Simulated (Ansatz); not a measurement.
Method: PBEsol, with U_eff = 3.3 eV on W d (all-electron-ortho-atomic projectors), no spin polarisation; PAW, plane waves to 420 eV, 6×6×6 Γ-centred mesh, gaussian occupations (width 0.2454 eV) (Ansatz 0.2.0), atoms fixed.

Computed maps in the lattice plane spanned by b (left to right, 7.27 Å, 22 points from zero) and c (bottom to top, 7.27 Å, 22 points from zero), 60° apart, at height 0.250 along a. The fields are smooth PAW ones with compensation charges, not the true ones near nuclei.

Valence density. Digits on a logarithmic scale: 0 up to 0.03 e/Å³, each further digit a factor of 1.6, 9 from 1.3 e/Å³ up:
```
5555543222233455555555
5667765322234567765555
5689997532234689997655
5689999753234689999755
5579999964333589999965
4568999975323469999975
4456899985422356999975
4334678875422235688865
3333456655422123456654
3222334444322222334443
3333333333322222233333
3455543222233444332222
3567776422234555543222
3578888642234578765322
3578878864234689997532
3478726886334689999753
3368862787433579999964
3346887887533468999975
4234688887532346899975
4323467776532335678865
4432334555432334556665
5444333333333344455555
```

ELF. Ten even steps from '0' (0.00) to '9' (0.88):
```
5543332100013333455444
5433334421134333334434
5432234452245432233444
5431002455235431002345
5431000345325541000335
5533000145523643000234
4443310245632454311233
4333333345631255443333
2112334445531124654433
1000124555421112355543
0111101234322333223431
1367641011234566532210
1699998300145555555210
2799999940135444445520
1799537993025432134441
0499300798114430002442
1189700399402331000333
2039973599611333000233
3104999999710233311233
4210389999610134333334
5421014776310134544445
5543210121101244555555
```

The cell is Cs2Sn6W. Which atoms lie within 0.2 Å of this plane, and where (fractions of b and c)?

Cs at (0.25, 0.25), Sn at (0.77, 0.77), Sn at (0.77, 0.23), Sn at (0.23, 0.77). The whole cell:
```
W Cs Sn
1.0
     0.00000    5.13969    5.13969
     5.13969    0.00000    5.13969
     5.13969    5.13969    0.00000
W Cs Sn
1 2 6
Direct
  0.00000 0.00000 0.00000
  0.25000 0.25000 0.25000
  0.75000 0.75000 0.75000
  0.23120 0.76880 0.76880
  0.76880 0.23120 0.76880
  0.76880 0.23120 0.23120
  0.23120 0.76880 0.23120
  0.76880 0.76880 0.23120
  0.23120 0.23120 0.76880
```

Origin: a known structure type with other elements, at an estimated volume, so it need not be a known compound. Caveats: a Hubbard term without moments, so a magnetic state may lie lower; atoms or cell far from equilibrium; wide smearing.
